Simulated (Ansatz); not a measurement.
ZnWO₄:
```yaml
crystal:
  lattice:
    - [4.67442, 0.00000, 0.00000]
    - [0.00000, 5.72485, 0.00000]
    - [-0.04835, 0.00000, 4.91246]
  atoms:
    - { symbol: Zn, position: [0.50000, 0.67954, 0.75000] }
    - { symbol: Zn, position: [0.50000, 0.32046, 0.25000] }
    - { symbol: W, position: [0.00000, 0.18299, 0.75000] }
    - { symbol: W, position: [0.00000, 0.81701, 0.25000] }
    - { symbol: O, position: [0.78323, 0.10599, 0.06353] }
    - { symbol: O, position: [0.21677, 0.89401, 0.93647] }
    - { symbol: O, position: [0.21677, 0.10599, 0.43647] }
    - { symbol: O, position: [0.78323, 0.89401, 0.56353] }
    - { symbol: O, position: [0.74379, 0.37600, 0.59694] }
    - { symbol: O, position: [0.25621, 0.62400, 0.40306] }
    - { symbol: O, position: [0.25621, 0.37600, 0.90306] }
    - { symbol: O, position: [0.74379, 0.62400, 0.09694] }
```

This is the r²SCAN-relaxed structure. Tensor components refer to the Cartesian frame of this cell.

Task: All from r²SCAN in the plane-wave PAW code Ansatz, unless another level is named. Estimate the electron effective mass with spin–orbit coupling.

Result: 1.0, 1.3, 2.4 mₑ (principal values).

Task: Next, the band gap?

Result: 3.29 eV (indirect).

Task: Predict the conduction-band minimum.

Result: at Z (k = 0.000, 0.500, 0.000 in fractions of the reciprocal vectors).

Space group P2/c. The first step of the workflow began from a Materials Project structure, measured or hypothetical; the Crystallography Open Database files this formula in space group No. 13, but the cells were not matched. Whether it is the stable phase at ambient conditions was not checked. The r²SCAN relaxation kept the symmetry of its start; its stability against distortions is not shown here. No spin polarisation was allowed. No Hubbard U is applied. Scalar-relativistic: spin–orbit coupling is off unless named, which matters more the heavier the elements.

Potentials: the later of the program's two PAW sets.
